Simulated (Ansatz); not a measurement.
ZrSiS:
```
ZrSiS
1.0
    3.51862     0.00000     0.00000
    0.00000     3.51862     0.00000
    0.00000     0.00000     8.02941
S Si Zr
2 2 2
Direct
  0.00000   0.50000   0.62047
  0.50000   0.00000   0.37953
  0.00000   0.00000   0.00000
  0.50000   0.50000   0.00000
  0.00000   0.50000   0.27101
  0.50000   0.00000   0.72899
```

Relaxed with PBEsol.

### Question
Give the Bader charges and basin volumes of the independent atoms, DFT-PBEsol in the program Ansatz with PAW potentials.

### Answer


```tsv
atom	Bader charge (e)	Bader volume (Å³)
S1	-1.12	19.8
Si3	-0.52	16.8
Zr5	+1.64	13.1
```

Space group P4/nmm. The workflow started from an entry of the Crystallography Open Database (COD). Its standing as an ambient phase is unchecked. The PBEsol relaxation kept the symmetry of its start; whether a distortion lowers the energy is not shown. No spin polarisation was allowed.

Potentials: the later of the program's two PAW sets.
